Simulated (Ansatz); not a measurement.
## Does relaxation matter for the field gradients of Bi₂Se₃?

Start: an entry of the Crystallography Open Database (COD), atoms as given.

```xyz
5
Lattice="2.0715 1.1960 9.5453 -2.0715 1.1960 9.5453 0.0000 -2.3920 9.5453" Properties=species:S:1:pos:R:3 pbc="T T T"
Bi    0.0000    0.0000   11.4773
Bi    0.0000    0.0000   17.1587
Se    0.0000    0.0000    0.0000
Se    0.0000    0.0000    6.0622
Se    0.0000    0.0000   22.5738
```

Atoms are numbered from 1 in the order listed; like atoms form one site, named after its first atom.

All values are calculated (Ansatz; DFT, PBE, plane waves and PAW, scalar-relativistic, 420 eV cutoff, Γ-centred 9×9×9 k-points, Fermi–Dirac smearing 0.02 eV), not measured.

The largest force at the start is 0.16 eV/Å. Relaxing the ions at fixed cell moves them by 0.016 Å at most (atom 5, Se) and 0.010 Å rms.

```
site  atom  moved (Å)   first shell before    first shell after  V_zz before (10²¹ V/m²)  η before
  Bi     1      0.005  6 Se at 2.85–3.07 Å  6 Se at 2.86–3.07 Å                     0.76      0.00
 Se3     3      0.000       6 Bi at 3.07 Å       6 Bi at 3.07 Å                     7.50      0.00
 Se4     4      0.016       3 Bi at 2.85 Å       3 Bi at 2.86 Å                    -2.18      0.00
```

**Question.** What are V_zz and η after the relaxation?

**Answer.** 

```tsv
site	atom	V_zz after	η after	change of V_zz
Bi	1	0.67	0.00	-0.09
Se3	3	7.30	0.00	-0.20
Se4	4	-1.25	0.00	+0.93
```

The largest change of V_zz is on Se4, from -2.18 to -1.25. In per cent, |V_zz| changes by -12 on Bi, -42 to -3 on Se (all sites that start above 0.5).

Spin–orbit coupling is left out, which shifts gradients on Bi by a few per cent in wide-gap crystals, and can shift them far more where the calculated gap is small or absent, as here. With a gap of 0.2 eV on this mesh, small gradients can still move by 0.1 × 10²¹ V/m² or more as the k-mesh gets denser.
